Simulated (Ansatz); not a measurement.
Given:

BN:
```
BN
1.0
    0.00000     1.72971     1.72971
    1.72971     0.00000     1.72971
    1.72971     1.72971     0.00000
N B
1 1
Direct
  0.00000   0.00000   0.00000
  0.50000   0.50000   0.50000
```

This is the LDA-relaxed structure.

Q: All from LDA in the plane-wave PAW code Ansatz, unless another level is named. Estimate the Debye temperature from the elastic constants.

A: 1800 K.

Q: And the elastic constants (relaxed ions, GPa)?

A: C11 = 603, C12 = 323, C44 = 660.

Space group Fm-3m (rock salt). The cell is a constructed one: a structure type filled with these elements; neither database checked (COD, Materials Project) lists it. It is not the phase usual at ambient conditions (space group No. 186, 194, 216). The LDA relaxation kept the symmetry of its start. At this level the phase is dynamically unstable (imaginary phonons).

Potentials: the later of the program's two PAW sets.
